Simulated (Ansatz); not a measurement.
## Co3Si5Ru2: relaxed-ion elastic tensor

Theory: DFT PBE, scalar-relativistic, plane waves, PAW in Ansatz 0.2.0. Settings: 420 eV plane-wave cutoff, Γ-centred 14×14×4 mesh, Fermi-Dirac smearing of 0.15 eV. No spin polarisation.

Equilibrium structure at this level:
```
Co Si Ru
1.0
     2.89169    0.00000    0.00000
     0.00000    2.89169    0.00000
     0.00000    0.00000   13.83394
Co Si Ru
3 5 2
Direct
  0.00000 0.00000 0.80949
  0.00000 0.00000 0.00000
  0.00000 0.00000 0.19051
  0.50000 0.50000 0.71466
  0.50000 0.50000 0.90479
  0.50000 0.50000 0.09521
  0.50000 0.50000 0.28534
  0.50000 0.50000 0.50000
  0.00000 0.00000 0.60723
  0.00000 0.00000 0.39277
```

It was reached by relaxing an invented guess, and it needn't be the stable form of this composition. In a metal, frequencies and elastic constants depend on the k mesh and the smearing, soft modes and shear constants most.

Question: Give the relaxed-ion elastic constants (GPa, Voigt order xx yy zz yz xz xy, on the Cartesian axes of the cell above).

Answer:
```
333.9 188.9 151.1   0.0   0.0   0.0
188.9 333.9 151.1   0.0   0.0   0.0
151.1 151.1 372.2   0.0   0.0   0.0
  0.0   0.0   0.0  59.6   0.0   0.0
  0.0   0.0   0.0   0.0  59.6   0.0
  0.0   0.0   0.0   0.0   0.0  62.9
```

Question: Is the crystal stable against homogeneous strain?

Answer: Yes: the least eigenvalue of the tensor is 59.6 GPa.

Question: And the moduli of a polycrystal (Hill averages)?

Answer: B = 225 GPa, G = 71 GPa, E = 193 GPa, ν = 0.36.
